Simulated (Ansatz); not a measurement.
InGaAs₂ in space group P-4m2 (No. 115; In on 1d, Ga on 1b, As on 2g) under volume change, plane-wave PAW LDA (Ansatz code), shape and atoms relaxed at each volume.

```json
[
 {"V (Å³/atom)": "22.375", "E − E(relaxed) (meV/atom)": "?", "P (GPa)": "?"},
 {"V (Å³/atom)": "23.113", "E − E(relaxed) (meV/atom)": "?", "P (GPa)": "?"},
 {"V (Å³/atom)": "23.851", "E − E(relaxed) (meV/atom)": "4.8", "P (GPa)": "2.15"},
 {"V (Å³/atom)": "24.588", "E − E(relaxed) (meV/atom)": "0.0", "P (GPa)": "0.00"},
 {"V (Å³/atom)": "25.326", "E − E(relaxed) (meV/atom)": "4.3", "P (GPa)": "-1.82"},
 {"V (Å³/atom)": "26.064", "E − E(relaxed) (meV/atom)": "16.3", "P (GPa)": "-3.35"},
 {"V (Å³/atom)": "26.801", "E − E(relaxed) (meV/atom)": "34.8", "P (GPa)": "-4.64"}
]
```

Question: Some entries are withheld; supply them.

Answer: 
- 22.375, E − E(relaxed) (meV/atom): 48.8
- 22.375, P (GPa): 7.73
- 23.113, E − E(relaxed) (meV/atom): 20.4
- 23.113, P (GPa): 4.70

Question: What does a third-order Birch–Murnaghan fit give for V₀, B₀ and B′?

Answer: V₀ = 24.59 Å³/atom, B₀ = 65.8 GPa, B′ = 4.7.

The workflow started from a Materials Project entry (that database holds measured and hypothetical structures alike); the Crystallography Open Database copy checked does not list it. With In and Ga taken as one species the cell has the higher symmetry F-43m, so it may be an ordered model of a mixed-site phase. Whether it is the stable phase at ambient conditions was not checked. Symmetry was held in the LDA relaxation; of distortions, only those at the zone centre were tested.

Potentials: the later of the program's two PAW sets.
